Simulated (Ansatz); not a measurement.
# Notes on KP₂Rh₂

```
K Rh P
1.0
     0.00000    3.90799    0.00000
     3.90799    0.00000    0.00000
     1.95399    1.95399   -6.53310
K Rh P
1 2 2
Direct
  0.00000 0.00000 0.00000
  0.75000 0.25000 0.50000
  0.25000 0.75000 0.50000
  0.36000 0.36000 0.28000
  0.64000 0.64000 0.72000
```

Level: PBEsol, no spin polarisation; 420 eV; 9×9×9 Γ-centred mesh; fermi-dirac occupations (width 0.1 eV); Ansatz 0.2.0, fixed geometry.

Forces: The largest is on P4 (and as large on other atoms): 2.59 eV/Å, components (0.00, 0.00, -2.59). It makes 54° with the line to a nearest neighbour, Rh2 at 2.43 Å.
At the Fermi level: It is a metal, with about 1.4 states/eV a cell as the mean within 0.25 eV of the Fermi level, mostly P p (46 %) and Rh d (41 %).
Charges: Bader charges in e: K +0.77, P -0.27, Rh -0.11. In the mean K gives up most and P takes most.
Formation energy: -0.67 eV an atom against the elements' usual phases (free molecules for gases, crystals otherwise, with no correction for O₂ or N₂), so it is bound against them; other compounds may still compete. Relaxing would lower it.
Stress: The pressure is -8.8 GPa (compression positive), so with the atoms held at these fractions the cell would first shrink; the forces are large, so a full relaxation may end otherwise. The principal stresses -11.4, -7.4, -7.4 GPa differ, so its shape would change too.

Origin: a database entry at a rescaled volume. Caveats: forces this large suggest misplaced atoms in the database entry; atoms or cell far from equilibrium.
